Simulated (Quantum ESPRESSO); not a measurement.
# PdSnWTa4Ir: one run as intended and one with a planted mistake

A calculation, not a measurement. The program is pw.x of Quantum ESPRESSO 7.5 (plane-wave density functional theory). The cell is made up: eight metal atoms on a face-centred cubic lattice, with elements, volume, strain and displacements drawn at random and not relaxed, so it may be unstable or far from any real phase. PseudoDojo standard norm-conserving files set the functional (PBE unless stated); there is no spin polarisation or spin-orbit coupling, the Fermi-Dirac width of 0.25 eV means electrons at about 2900 K, and the masses in the input are unused placeholders. The tin pseudopotential is less sure than most, with forces differing by about three percent from a second method on plain tin. Heavy elements are run without spin-orbit coupling, which real alloys of them have. A spin test at this wide smearing found no moment, but such smearing suppresses magnetism that the real alloy may have.

Intended input:

```
&control calculation='scf', pseudo_dir='./dojo.nc.sr.pbe.v0_5.standard.upf', outdir='./o', disk_io='minimal', tprnfor=.true., tstress=.true. /
&system ibrav=0, nat=8, ntyp=5, nbnd=75, ecutwfc=82.02448710, nosym=.true., tot_charge=0,
 occupations='smearing', smearing='fd', degauss=0.0183746611
/
&electrons conv_thr=1.470e-08, electron_maxstep=70, mixing_beta=0.5 /
ATOMIC_SPECIES
Ir 1.0 Ir.upf
Pd 1.0 Pd.upf
Sn 1.0 Sn.upf
Ta 1.0 Ta.upf
W 1.0 W.upf
CELL_PARAMETERS angstrom
-0.0457 4.099 -0.0162
-4.0263 0.0619 -4.1019
-4.1121 0.0296 4.1877
ATOMIC_POSITIONS angstrom
Pd -0.1369 0.1307 -0.172
Sn -2.1203 -0.0275 2.0705
W -2.0406 0.0482 -1.9622
Ta -4.1708 -0.1127 -0.0802
Ta -2.1199 2.1311 0.0707
Ta -4.05 2.129 2.0233
Ir -4.241 2.0472 -2.0171
Ta -5.8794 2.0941 0.0581
K_POINTS automatic
6 4 4 1 1 1
```

The log is shortened where brackets say so; the opening notice, blank lines, dates and the lines on written files are dropped, and the path of the files is cut. It prints rydbergs, bohrs and kilobars, and counts compression as positive stress. Its total energy is the free energy E - TS of the whole cell.

Log of the intended run:

```
     Program PWSCF v.7.5
     Parallel version (MPI & OpenMP), running on       4 processor cores
     Number of MPI processes:                 4
     Threads/MPI process:                     1
     [start-up lines left out]
     bravais-lattice index     =            0
     lattice parameter (alat)  =       7.7465  a.u.
     unit-cell volume          =     932.8422 (a.u.)^3
     number of atoms/cell      =            8
     number of atomic types    =            5
     number of electrons       =       115.00
     number of Kohn-Sham states=           75
     kinetic-energy cutoff     =      82.0245  Ry
     charge density cutoff     =     328.0979  Ry
     scf convergence threshold =      1.5E-08
     mixing beta               =       0.5000
     number of iterations used =            8  plain     mixing
     Exchange-correlation= PBE
                           (   1   4   3   4   0   0   0)
     [axes and pseudopotential details left out]
   Cartesian axes
     site n.     atom                  positions (alat units)
         1        Pd     tau(   1) = (  -0.0333961   0.0318836  -0.0419585  )
         2        Sn     tau(   2) = (  -0.5172363  -0.0067085   0.5050879  )
         3        W      tau(   3) = (  -0.4977939   0.0117581  -0.4786686  )
         4        Ta     tau(   4) = (  -1.0174453  -0.0274926  -0.0195644  )
         5        Ta     tau(   5) = (  -0.5171387   0.5198709   0.0172469  )
         6        Ta     tau(   6) = (  -0.9879767   0.5193586   0.4935737  )
         7        Ir     tau(   7) = (  -1.0345702   0.4994040  -0.4920612  )
         8        Ta     tau(   8) = (  -1.4342495   0.5108450   0.0141732  )
     number of k points=    48  Fermi-Dirac smearing, width (Ry)=  0.0184
                       cart. coord. in units 2pi/alat
        k(    1) = (  -0.1250132   0.0819415  -0.0009746), wk =   0.0416667
        k(    2) = (  -0.2496579   0.0810353   0.1213591), wk =   0.0416667
     [further k points left out]
     Dense  grid:    93585 G-vectors     FFT dimensions: (  45,  64,  64)
     Estimated max dynamical RAM per process >     350.10 MB
     Estimated total dynamical RAM >       1.30 GB
     Initial potential from superposition of free atoms
     starting charge     114.9940, renormalised to     115.0000
     Starting wfcs are   78 randomized atomic wfcs
     total cpu time spent up to now is        8.4 secs
     per-process dynamical memory:   262.9 Mb
     Self-consistent Calculation
     iteration #  1     ecut=    82.02 Ry     beta= 0.50
     Davidson diagonalization with overlap
     ethr =  1.00E-02,  avg # of iterations =  3.0
     total cpu time spent up to now is       28.3 secs
     total energy              =   -1320.75225111 Ry
     estimated scf accuracy    <      16.13748897 Ry
     iteration #  2     ecut=    82.02 Ry     beta= 0.50
     Davidson diagonalization with overlap
     ethr =  1.00E-02,  avg # of iterations =  3.0
     total cpu time spent up to now is       51.3 secs
     total energy              =   -1327.25470041 Ry
     estimated scf accuracy    <      55.81676621 Ry
     [iterations 3 to 16 left out]
     iteration # 17     ecut=    82.02 Ry     beta= 0.50
     Davidson diagonalization with overlap
     ethr =  2.61E-10,  avg # of iterations =  2.0
     total cpu time spent up to now is      316.5 secs
     total energy              =   -1331.37155782 Ry
     estimated scf accuracy    <       0.00000005 Ry
     iteration # 18     ecut=    82.02 Ry     beta= 0.50
     Davidson diagonalization with overlap
     ethr =  4.77E-11,  avg # of iterations =  2.2
     total cpu time spent up to now is      335.5 secs
     End of self-consistent calculation
     [lines on levels left out]
!    total energy              =   -1331.37155782 Ry
     estimated scf accuracy    <          5.4E-09 Ry
     smearing contrib. (-TS)   =      -0.11089145 Ry
     internal energy E=F+TS    =   -1331.26066637 Ry
     The total energy is F=E-TS. E is the sum of the following terms:
     one-electron contribution =    -275.47749090 Ry
     hartree contribution      =     205.82778084 Ry
     xc contribution           =    -282.06867937 Ry
     ewald contribution        =    -979.54227693 Ry
     convergence has been achieved in  18 iterations
     Forces acting on atoms (cartesian axes, Ry/au):
     atom    1 type  2   force =     0.05542520   -0.01322049    0.04930395
     atom    2 type  3   force =     0.02410299    0.04226594   -0.00780598
     atom    3 type  5   force =    -0.05540713   -0.00373021   -0.06385393
     atom    4 type  4   force =     0.08959128    0.09109694    0.02214715
     atom    5 type  4   force =     0.04010310   -0.04426892   -0.08959368
     atom    6 type  4   force =    -0.08243416   -0.03318072    0.07459947
     atom    7 type  1   force =     0.06251022   -0.00045657   -0.05500755
     atom    8 type  4   force =    -0.13389150   -0.03850597    0.07021057
     Total force =     0.297342     Total SCF correction =     0.000229
     Computing stress (Cartesian axis) and pressure
          total   stress  (Ry/bohr**3)                   (kbar)     P=       99.15
   0.00065637   0.00024815   0.00022355           96.56       36.50       32.89
   0.00024815   0.00073428   0.00010719           36.50      108.02       15.77
   0.00022355   0.00010719   0.00063131           32.89       15.77       92.87
     init_run     :      7.84s CPU      8.14s WALL (       1 calls)
     electrons    :    321.09s CPU    327.18s WALL (       1 calls)
     forces       :      3.85s CPU      3.87s WALL (       1 calls)
     stress       :     13.48s CPU     13.70s WALL (       1 calls)
     [timing details left out]
     PWSCF        :   5m46.52s CPU   5m53.19s WALL
     JOB DONE.
```

A second run has one planted mistake: one atom is of a wrong element. The input lines that differ:

```
- &system ibrav=0, nat=8, ntyp=5, nbnd=75, ecutwfc=82.02448710, nosym=.true., tot_charge=0,
+ &system ibrav=0, nat=8, ntyp=5, nbnd=74, ecutwfc=82.02448710, nosym=.true., tot_charge=0,
+ Hf 1.0 Hf.upf
- W 1.0 W.upf
- W -2.0406 0.0482 -1.9622
+ Hf -2.0406 0.0482 -1.9622
```

Its log:

```
     Program PWSCF v.7.5
     Parallel version (MPI & OpenMP), running on       4 processor cores
     Number of MPI processes:                 4
     Threads/MPI process:                     1
     [start-up lines left out]
     bravais-lattice index     =            0
     lattice parameter (alat)  =       7.7465  a.u.
     unit-cell volume          =     932.8422 (a.u.)^3
     number of atoms/cell      =            8
     number of atomic types    =            5
     number of electrons       =       113.00
     number of Kohn-Sham states=           74
     kinetic-energy cutoff     =      82.0245  Ry
     charge density cutoff     =     328.0979  Ry
     scf convergence threshold =      1.5E-08
     mixing beta               =       0.5000
     number of iterations used =            8  plain     mixing
     Exchange-correlation= PBE
                           (   1   4   3   4   0   0   0)
     [axes and pseudopotential details left out]
   Cartesian axes
     site n.     atom                  positions (alat units)
         1        Pd     tau(   1) = (  -0.0333961   0.0318836  -0.0419585  )
         2        Sn     tau(   2) = (  -0.5172363  -0.0067085   0.5050879  )
         3        Hf     tau(   3) = (  -0.4977939   0.0117581  -0.4786686  )
         4        Ta     tau(   4) = (  -1.0174453  -0.0274926  -0.0195644  )
         5        Ta     tau(   5) = (  -0.5171387   0.5198709   0.0172469  )
         6        Ta     tau(   6) = (  -0.9879767   0.5193586   0.4935737  )
         7        Ir     tau(   7) = (  -1.0345702   0.4994040  -0.4920612  )
         8        Ta     tau(   8) = (  -1.4342495   0.5108450   0.0141732  )
     number of k points=    48  Fermi-Dirac smearing, width (Ry)=  0.0184
                       cart. coord. in units 2pi/alat
        k(    1) = (  -0.1250132   0.0819415  -0.0009746), wk =   0.0416667
        k(    2) = (  -0.2496579   0.0810353   0.1213591), wk =   0.0416667
     [further k points left out]
     Dense  grid:    93585 G-vectors     FFT dimensions: (  45,  64,  64)
     Estimated max dynamical RAM per process >     347.04 MB
     Estimated total dynamical RAM >       1.29 GB
     Initial potential from superposition of free atoms
     starting charge     112.9926, renormalised to     113.0000
     Starting wfcs are   78 randomized atomic wfcs
     total cpu time spent up to now is        6.1 secs
     per-process dynamical memory:   260.5 Mb
     Self-consistent Calculation
     iteration #  1     ecut=    82.02 Ry     beta= 0.50
     Davidson diagonalization with overlap
     ethr =  1.00E-02,  avg # of iterations =  2.9
     total cpu time spent up to now is       20.0 secs
     total energy              =   -1282.54735912 Ry
     estimated scf accuracy    <      15.23113229 Ry
     iteration #  2     ecut=    82.02 Ry     beta= 0.50
     Davidson diagonalization with overlap
     ethr =  1.00E-02,  avg # of iterations =  3.0
     total cpu time spent up to now is       35.3 secs
     total energy              =   -1288.62908531 Ry
     estimated scf accuracy    <      52.56282678 Ry
     [iterations 3 to 15 left out]
     iteration # 16     ecut=    82.02 Ry     beta= 0.50
     Davidson diagonalization with overlap
     ethr =  3.22E-09,  avg # of iterations =  1.1
     total cpu time spent up to now is      214.9 secs
     total energy              =   -1292.55110252 Ry
     estimated scf accuracy    <       0.00000007 Ry
     iteration # 17     ecut=    82.02 Ry     beta= 0.50
     Davidson diagonalization with overlap
     ethr =  6.50E-11,  avg # of iterations =  4.7
     total cpu time spent up to now is      229.9 secs
     End of self-consistent calculation
     [lines on levels left out]
!    total energy              =   -1292.55110254 Ry
     estimated scf accuracy    <          4.4E-09 Ry
     smearing contrib. (-TS)   =      -0.10164437 Ry
     internal energy E=F+TS    =   -1292.44945817 Ry
     The total energy is F=E-TS. E is the sum of the following terms:
     one-electron contribution =    -270.90677726 Ry
     hartree contribution      =     202.62041089 Ry
     xc contribution           =    -277.81389122 Ry
     ewald contribution        =    -946.34920059 Ry
     convergence has been achieved in  17 iterations
     Forces acting on atoms (cartesian axes, Ry/au):
     atom    1 type  3   force =     0.05054070   -0.01633725    0.04572444
     atom    2 type  4   force =     0.01881229    0.04322299   -0.01070664
     atom    3 type  1   force =    -0.06755104   -0.00121066   -0.07440423
     atom    4 type  5   force =     0.08029162    0.07876031    0.03285446
     atom    5 type  5   force =     0.01985112   -0.04394201   -0.02556282
     atom    6 type  5   force =    -0.04143446   -0.02793243    0.05152964
     atom    7 type  2   force =     0.04472626    0.00160878   -0.05735097
     atom    8 type  5   force =    -0.10523650   -0.03416974    0.03791613
     Total force =     0.241209     Total SCF correction =     0.000276
     Computing stress (Cartesian axis) and pressure
          total   stress  (Ry/bohr**3)                   (kbar)     P=      175.24
   0.00105284   0.00023399   0.00002858          154.88       34.42        4.20
   0.00023399   0.00127780   0.00010183           34.42      187.97       14.98
   0.00002858   0.00010183   0.00124304            4.20       14.98      182.86
     init_run     :      5.57s CPU      5.79s WALL (       1 calls)
     electrons    :    218.87s CPU    223.84s WALL (       1 calls)
     forces       :      2.85s CPU      2.88s WALL (       1 calls)
     stress       :      9.86s CPU     10.11s WALL (       1 calls)
     [timing details left out]
     PWSCF        :   3m57.48s CPU   4m 2.97s WALL
     JOB DONE.
```

|  | intended run | run with the mistake |
| --- | --- | --- |
| free energy (eV) | -18114.233 | -17586.054 |
| entropy term -TS, part of it (eV) | -1.509 | -1.383 |
| pressure (GPa) | 9.91 | 17.52 |
| size of the largest force component (eV/Å) | 3.442 | 2.706 |
| largest change of a force component (eV/Å) |  | 1.646 |
| iterations | 18 | 17 |

For scale, a rerun of the intended cell at a higher cutoff and on a denser mesh moved values by no more than 0.010 eV in energy, 0.05 GPa in stress and 0.009 eV/Å in force, and a second program with other atomic files agreed on that cell to 2 % rms in force and 0.5 GPa in pressure. Files of another functional or element have another zero of energy, so the energy change says nothing on stability. The number of bands, nbnd, was set by rule from the electron count, so it follows the mistake.